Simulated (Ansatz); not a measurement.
BeRh (CsCl type, space group No. 221) at seven volumes, PBEsol in the plane-wave PAW code Ansatz, scaled uniformly. One row is withheld.

```json
[
 {"V (Å³/atom)": "9.490", "P (GPa)": "26.52"},
 {"V (Å³/atom)": "9.803", "P (GPa)": "?"},
 {"V (Å³/atom)": "10.116", "P (GPa)": "7.43"},
 {"V (Å³/atom)": "10.429", "P (GPa)": "0.00"},
 {"V (Å³/atom)": "10.742", "P (GPa)": "-6.31"},
 {"V (Å³/atom)": "11.054", "P (GPa)": "-11.66"},
 {"V (Å³/atom)": "11.367", "P (GPa)": "-16.19"}
]
```

Problem. Fit the shown pressures and predict the withheld one.

Solution. Third-order Birch–Murnaghan: P = (3/2)B₀(x^(7/2) − x^(5/2))[1 + (3/4)(B′ − 4)(x − 1)] with x = (V₀/V)^(2/3). Least squares on the six rows gives V₀ = 10.429 Å³/atom, B₀ = 227.7 GPa, B′ = 4.45. At V = 9.803, x = 1.0421 and P = 16.18 GPa. The run itself gave 16.19 GPa.

Space group Pm-3m (CsCl type). The cell is a constructed one: a structure type filled with these elements; the Crystallography Open Database copy checked does not list it. Whether it is the stable phase at ambient conditions was not checked. The cell was relaxed with PBEsol under the symmetry of its start; its stability against distortions is not shown here. The run is not spin-polarised.

Potentials: the earlier of the program's two PAW sets. The files were generated under PBE; for other functionals the program regenerates the frozen cores, and for LDA and PBEsol the local potential too.
